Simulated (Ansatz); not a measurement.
Start of a relaxation of Mg2B3:

```cif
data_structure
_symmetry_space_group_name_H-M 'P4_2/mcm'
_symmetry_Int_Tables_number 132
_cell_length_a 4.5082
_cell_length_b 4.5082
_cell_length_c 4.5529
_cell_angle_alpha 90.000
_cell_angle_beta 90.000
_cell_angle_gamma 90.000
_cell_volume 92.53
loop_
_atom_site_label
_atom_site_type_symbol
_atom_site_symmetry_multiplicity
_atom_site_Wyckoff_symbol
_atom_site_fract_x
_atom_site_fract_y
_atom_site_fract_z
_atom_site_occupancy
Mg1 Mg 4 j 0.73810 0.26190 0.00000 1
B1 B 4 e 0.50000 0.00000 0.75000 1
B2 B 2 b 0.00000 0.00000 0.75000 1
```

The calculation used Ansatz, DFT PBE, scalar-relativistic, plane waves, PAW. Cutoff 420 eV, Gaussian smearing, Γ-centred meshes. Cell and atoms relax first on a coarse mesh and then on a finer one. In between, the cell is made exact in the group found at 0.06 Å. In metals the finer mesh still leaves noise of several meV/atom or more. The steps can't lower the symmetry of their start. No spin polarisation.

A guess keeps its type if space group and coordination stay and the shape of the cell changes little (axis ratios within about 15 %, angles within 6°); the volume may change.

**Question.** Does this structure survive the relaxation?

**Answer.** It doesn't keep its type. The symmetry stays P4_2/mcm (No. 132). The volume per atom grows by 52.8 %, from 9.3 to 14.1 Å³. The shortest distance goes from 1.96 Å (Mg–B) to 1.57 Å (B–B). The ratio c/a of the conventional cell changes by a factor of 0.46. Counting neighbours within 15 % of an atom's shortest distance, the start has B 4/10, Mg 6 and the end B 2, Mg 6. In detail, at the end Mg has 6 B at 2.47–2.50 Å; B on a site of symmetry 222 has 2 B at 1.57 Å and 4 Mg at 2.50 Å; around B on a site of symmetry -42m lie 2 B at 1.57 Å and 4 Mg at 2.47 Å.

```
Mg B
1.0
     6.70778    0.00000    0.00000
     0.00000    6.70778    0.00000
     0.00000    0.00000    3.14264
Mg B
4 6
Cartesian
  5.0541 1.6536 0.0000
  1.6536 5.0541 0.0000
  1.6536 1.6536 1.5713
  5.0541 5.0541 1.5713
  3.3539 0.0000 2.3570
  3.3539 0.0000 0.7857
  0.0000 3.3539 2.3570
  0.0000 3.3539 0.7857
  0.0000 0.0000 2.3570
  0.0000 0.0000 0.7857
```

The last run used a 6×6×12 mesh (in the run's order of axes) for its 10-atom cell and Gaussian smearing of 0.10 eV. A structure relaxed within its symmetry needn't be a true minimum.

In counts of neighbours, a slash parts the counts of unlike sites.
